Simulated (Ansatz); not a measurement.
# Cl: computed property card

Cl:
Space group Cmce (No. 64); a = 6.540 Å, b = 4.131 Å, c = 8.277 Å, α = β = γ = 90.00°

| atom | site | symmetry | x | y | z |
|---|---|---|---|---|---|
| Cl | 8f | m.. | 0.0000 | 0.3809 | 0.3941 |
(The calculation used a cell of 4 atoms; values per cell refer to that cell.)

Space group Cmce (No. 64), molecular I2 type; conventional cell a = 6.540 Å, b = 4.131 Å, c = 8.277 Å, α = β = γ = 90.00°.

Method: plane-wave PAW r²SCAN (Ansatz code). Structure relaxed to zero pressure with the same functional. Other levels are named where they apply.

### Cell and energy

* **Volume per atom**: 27.95 Å³
* **Density**: 2.11 g/cm³

### Electronic structure

- Band gap: 2.64 eV (direct)
- Valence-band maximum: at Γ
- Conduction-band minimum: at Γ

The cell was relaxed with r²SCAN under the symmetry of its start. The substance is a gas or liquid at ambient conditions; this is its low-temperature solid. A crystal of weakly bound units computed without a dispersion correction: the cell and the soft elastic constants depend strongly on that.

Potentials: the later of the program's two PAW sets.
